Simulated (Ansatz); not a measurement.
Relax this structure to zero stress and force, keeping its symmetry:

```xyz
4
Lattice="3.9757 0.0000 0.0000 -1.9878 3.4430 0.0000 0.0000 0.0000 5.1568" Properties=species:S:1:pos:R:3 pbc="T T T"
Ni    0.0000    0.0000    0.0000
Ni    0.0000    0.0000    2.5784
Sb    0.0000    2.2953    1.2892
Sb    1.9878    1.1477    3.8676
```

Computed with DFT PBE+D3(BJ), scalar-relativistic, plane waves, PAW in Ansatz.

Cutoff 420 eV; k points 12×12×8 on the computed 4-atom cell (Γ-centred); Gaussian smearing, width 0.10 eV; no spin polarisation.

Problem. What does it relax to?

Solution. The volume decreases by 0.68 Å³/atom to 16.97 Å³/atom, and the energy falls by 9.6 meV/atom. Final structure:
```yaml
crystal:
  lattice:
    - [3.91985, 0.00000, 0.00000]
    - [-1.95993, 3.39469, 0.00000]
    - [0.00000, 0.00000, 5.10170]
  atoms:
    - { symbol: Ni, position: [0.00000, 0.00000, 0.00000] }
    - { symbol: Ni, position: [0.00000, 0.00000, 0.50000] }
    - { symbol: Sb, position: [0.33333, 0.66667, 0.25000] }
    - { symbol: Sb, position: [0.66667, 0.33333, 0.75000] }
```

Cost: 1 run of about 1 core-minutes, on Arm Neoverse V2 (shared hosts).